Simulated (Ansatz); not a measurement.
InGa2As3, ordered on the zincblende lattice with 6 atoms a cell, 6 atoms and 84 valence electrons in a cell of about 148 Å³, was run 6 times in the plane-wave code Ansatz, each time on 4 threads of Arm Neoverse V2 (shared host). The times are single readings and vary with the host's load.

```csv
run,k mesh,irreducible k,cutoff (eV),plane waves,bands,SCF iterations,wall time,peak host memory (GiB)
"relaxation, PBE",6×6×2,14,420,2969,51,41,16 s,0.53
"relaxation, r2SCAN",6×6×2,14,500,3787,51,38,30 s,0.79
"bands, PBE",12×12×4,69,420,2853,47,8,23 s,0.7
"single point, r2SCAN",12×12×4,69,500,3787,47,8,31 s,0.96
"single point, HSE06",6×6×2,14,420,2853,47,29,2.8 min,3.5
"single point, PBE+SOC",12×12×4,69,420,2853,94,10,120 s,2.4
```

The slowest run (single point, HSE06) took about 11 times as long as the quickest (relaxation, PBE).

Only the levels marked +SOC include spin-orbit coupling.

Small gaps with spin-orbit coupling can be splittings of inverted bands, not the fundamental gap; semilocal functionals often invert bands that the real crystal keeps in order.
